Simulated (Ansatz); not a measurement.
# CrCd$_{3}$S$_{4}$: how the SCF end depends on the start

CrCd$_{3}$S$_{4}$ is taken as a small unrelaxed cell with one substitutional d or f atom, 8 atoms in the cell. One Cd of COD entry 1011251 is replaced by Cr, with no charge compensation. All atoms are displaced slightly at random.

```xyz
8
Lattice="5.8100 0.0000 0.0000 0.0000 5.8100 0.0000 0.0000 0.0000 5.8100" Properties=species:S:1:pos:R:3 pbc="T T T"
Cr    5.7986    0.0379    0.0567
S     1.5302    1.4400    1.5098
Cd    0.0001    2.9482    2.8824
S     1.4634    4.2939    4.4044
Cd    2.8781    5.7646    2.9645
S     4.3850    1.5077    4.3944
Cd    2.9059    2.8635    5.7696
S     4.2817    4.3473    1.4768
```

Site labels below count the atoms in this order, from 1.

Computed with Ansatz development build ahead of 0.2.0, DFT, PBE, PAW, plane waves, scalar-relativistic.

| Item | Value |
| --- | --- |
| Plane-wave cutoff | 420 eV |
| k-point mesh | 3×3×3 (Γ-centred) |
| Occupations | Gaussian smearing, 0.01 eV |
| Valence electrons | 98 |

Moments by site are taken inside atomic spheres; the rest lies between them.

With one magnetic atom in the cell its copies can only be parallel; orders in a larger cell may lie lower.

Launched as:
```sh
ansatz run input.yaml --threads 4 --pin off --max-ram 9216MiB --backend cpu --events-out ev --progress --plain --runs-dir out
```

Machine: 4 threads of Arm Neoverse V2, on a shared host.

In a plain SCF nothing is tried after convergence. By default the program goes on after convergence only on a hint of a lower state. The standard search may start further SCF runs from other orders; the lowest state can still be missed. With a search on, the program may also reshape the start on open shells.

| start | iterations | wall time (s) | final moments of Cr1 (μB) | total (μB) | gap (eV) | pressure (GPa) | F − F(lowest) (meV/atom) |
| --- | --- | --- | --- | --- | --- | --- | --- |
| usual moment, plain SCF [Cr1 3.00 μB] | 13 | 13 | 3.47 | 4.00 | none | 1.3 | 0.0 |
| no spin polarisation | 13 | 6 | 0.00 | 0.00 | none | -0.2 | 268 |
| spin on, no moments given (the program may seed its own), plain SCF | 15 | 10 | 3.47 | 4.00 | none | 1.3 | 0.0 |
| usual moment, default search for lower states [Cr1 3.00 μB] | 12 | 10 | 3.47 | 4.00 | none | 1.3 | 0.0 |
| usual moment scaled by 0.1, plain SCF [Cr1 0.30 μB] | 15 | 14 | 3.47 | 4.00 | none | 1.3 | 0.0 |
| the moments in brackets, standard search for lower states [Cr1 3.00 μB] | 12 | 14 | 3.47 | 4.00 | none | 1.3 | 0.0 |
| usual moment times 0.65, plain SCF [Cr1 1.95 μB] | 15 | 11 | 3.47 | 4.00 | none | 1.3 | 0.0 |

The 7 converged runs end in 2 distinct states. The lowest is spin-polarised, site moments Cr1 3.47 μB, total 4.00 μB per cell, no gap on the k-mesh; it was reached by 6 starts. Switching spin polarisation off costs 268 meV/atom. A lower state, such as a non-collinear one or one in a larger cell, can't be excluded.
